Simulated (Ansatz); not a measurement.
Does relaxation matter for the field gradients of SiC with yttrium replacing Si?

Start: a supercell of SiC (wurtzite type, P6_3mc) built from an entry of the Crystallography Open Database (COD), with all atoms left at the host's positions.

Space group P3m1 (No. 156); a = 6.1520, c = 10.0960 Å, γ = 120.00°.

| site | Wyckoff | site symmetry | x | y | z |
| --- | --- | --- | --- | --- | --- |
| Y | 1a | 3m. | 0.0000 | 0.0000 | 0.0000 |
| Si2 | 1a | 3m. | 0.0000 | 0.0000 | 0.5000 |
| Si3 | 3d | .m. | 0.0000 | 0.5000 | 0.0000 |
| Si4 | 3d | .m. | 0.0000 | 0.5000 | 0.5000 |
| Si9 | 3d | .m. | 0.1667 | 0.8333 | 0.2500 |
| Si10 | 3d | .m. | 0.1667 | 0.8333 | 0.7500 |
| Si15 | 1c | 3m. | 0.6667 | 0.3333 | 0.2500 |
| Si16 | 1c | 3m. | 0.6667 | 0.3333 | 0.7500 |
| C17 | 1a | 3m. | 0.0000 | 0.0000 | 0.1925 |
| C18 | 1a | 3m. | 0.0000 | 0.0000 | 0.6925 |
| C19 | 3d | .m. | 0.0000 | 0.5000 | 0.1925 |
| C20 | 3d | .m. | 0.0000 | 0.5000 | 0.6925 |
| C25 | 3d | .m. | 0.1667 | 0.8333 | 0.4425 |
| C26 | 3d | .m. | 0.1667 | 0.8333 | 0.9425 |
| C31 | 1c | 3m. | 0.6667 | 0.3333 | 0.4425 |
| C32 | 1c | 3m. | 0.6667 | 0.3333 | 0.9425 |

One atom of each set is listed.

Level of theory: DFT, PBE, plane waves and PAW, scalar-relativistic, 420 eV cutoff, Γ-centred 4×4×2 k-points, Fermi–Dirac smearing 0.01 eV, cell charge -1 (Ansatz 0.2.0).

The largest force at the start is 10 eV/Å. Relaxing the ions at fixed cell moves them by 0.377 Å at most (atom 17, C) and 0.112 Å rms.

| site | moved (Å) | first shell before | first shell after | V_zz before (10²¹ V/m²) | η before |
| --- | --- | --- | --- | --- | --- |
| Y | 0.115 | 4 C at 1.87–1.94 Å | 4 C at 2.14–2.21 Å | 0.18 | 0.00 |
| Si3 | 0.046 | 4 C at 1.87–1.94 Å | 4 C at 1.81–1.94 Å | 2.15 | 0.27 |
| Si4 | 0.041 | 4 C at 1.87–1.94 Å | 4 C at 1.85–1.89 Å | 1.42 | 0.01 |
| Si9 | 0.096 | 4 C at 1.87–1.94 Å | 4 C at 1.82–1.90 Å | 1.80 | 0.18 |
| Si10 | 0.024 | 4 C at 1.87–1.94 Å | 4 C at 1.81–1.90 Å | 1.27 | 0.10 |
| Si15 | 0.012 | 4 C at 1.87–1.94 Å | 4 C at 1.89–1.90 Å | 1.88 | 0.00 |
| Si16 | 0.027 | 4 C at 1.87–1.94 Å | 4 C at 1.87–1.89 Å | 1.43 | 0.00 |
| C17 | 0.377 | 3 Si at 1.87 Å, 1 Y at 1.94 Å | 3 Si at 1.82 Å, 1 Y at 2.21 Å; also 1 Si at 2.72 Å | -2.26 | 0.00 |
| C19 | 0.039 | 4 Si at 1.87–1.94 Å | 4 Si at 1.89–1.94 Å | 0.21 | 0.53 |
| C26 | 0.242 | 3 Si at 1.87–1.94 Å, 1 Y at 1.87 Å | 3 Si at 1.81 Å, 1 Y at 2.14 Å | -2.56 | 0.23 |

Task: What are V_zz and η after the relaxation?

Result: 

| site | V_zz after | η after | change of V_zz |
| --- | --- | --- | --- |
| Y | -6.29 | 0.00 | -6.47 |
| Si3 | 2.81 | 0.13 | +0.66 |
| Si4 | -0.62 | 0.46 | -2.04 |
| Si9 | 1.37 | 1.00 | – |
| Si10 | -1.54 | 0.32 | -2.81 |
| Si15 | 0.49 | 0.00 | -1.39 |
| Si16 | 0.082 | 0.00 | -1.34 |
| C17 | -2.74 | 0.00 | -0.48 |
| C19 | -0.32 | 0.95 | – |
| C26 | -2.79 | 0.04 | -0.23 |

The largest change of V_zz along a kept axis is on Y, from 0.18 to -6.29. In per cent, |V_zz| changes by -94 to +31 on Si, +9 to +21 on C (all sites that start above 0.5, bar those whose gradient vanishes or changes sign or whose main axis turns by over 40°). Where |V_zz| stays above 0.1 and the axes keep their order, η moves most on Si4, from 0.01 to 0.46. V_zz changes sign on Si4 (axis turned by 18°), Si10 (axis turned by 27°), Y (same axis). On Si9, C19, C20 (not all in the table) the largest principal value lies along another axis in the second run, so the two V_zz can't be compared directly. The table leaves out 6 of the 16 sites, with |V_zz| up to 1.64; their tensors move by 0.70 at most along any direction. The statements above cover all sites. The host's own positions weren't relaxed first, so part of the change far from the defect can be the host's relaxation.

The defect repeats with the cell of 32 atoms, so it feels its images: sites between two images don't show the values beside a lone defect, and zeros or small values of η there can come from the images' arrangement. C and Si carry a gradient in the pure host already, so the values there aren't the defect's effect alone. A uniform background compensates the cell's charge. Without spin–orbit coupling (the program notes it for Y) the gradients are little affected as a rule: paired runs on crystals with a gap mostly move them by under 2 % at such atoms.
Before: Forces reach 0.9 eV/Å even beyond 5.5 Å from the defect, so the host's positions may themselves be off equilibrium. The cell keeps the host's lattice, where the PBE pressure is 14 GPa (in a charged cell this depends on the convention for the mean potential). The neighbours have not yet relaxed around the defect (largest force 10 eV/Å), so the values at and beside it are those of a strained start, not of the defect in a real crystal.
After: The relaxation keeps the site symmetry 3m of the start, so the impurity can move only along its axis; a start off the site could end lower. The cell keeps the host's lattice, where the PBE pressure is 11 GPa (in a charged cell this depends on the convention for the mean potential).
